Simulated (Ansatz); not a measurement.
An Ansatz (a first-principles code) input:

Ansatz 0.2 input:
```yaml
crystal:
  lattice:
    - [3.9797545999, 0.0, 0.0]
    - [0.0, 3.9797545999, 0.0]
    - [0.0, 0.0, 3.9797545999]
  atoms:
    - { symbol: Tl, position: [0.0, 0.0, 0.0] }
    - { symbol: Br, position: [0.5, 0.5, 0.5] }
kpoints:
  mp_grid: { grid: [6, 6, 6] }
  band_path:
    path:
      - [[0.0, 0.0, 0.0], [0.0, 0.5, 0.0], [0.5, 0.5, 0.0], [0.0, 0.0, 0.0], [0.5, 0.5, 0.5], [0.0, 0.5, 0.0]]  # Γ-X-M-Γ-R-X
      - [[0.5, 0.5, 0.5], [0.5, 0.5, 0.0]]  # R-M
      - [VBM, CBM]
    npoints: 12
basis: { xc_grid: 2 }
hamiltonian:
  xc: pbe
  dispersion: d3bj
  pseudopotentials: { kind: paw }
magnetization: { noncollinear: true, spin_orbit: true }
scf:
  n_extra_bands: 12
  convergence: { dr2_threshold: 0.0000000001 }
  occupations: { method: gaussian, width: 0.01 }
checkpoint: { write: soc.run }
output: { eigenvalues: true }
```

### Question
How many symmetry operations and irreducible k-points will the run report?

### Answer
48 operations, 20 of 216 k-points.

### Question
With a cutoff of 420 eV, how many plane waves at Γ?

### Answer
1237.

It took roughly 50 core-seconds on shared server cores.

Space group Pm-3m (CsCl type). The cell was relaxed with PBE+D3(BJ) under the symmetry of its start; phonons on a q-mesh show no instability.

Potentials: the later of the program's two PAW sets.

Ansatz is a plane-wave DFT program.
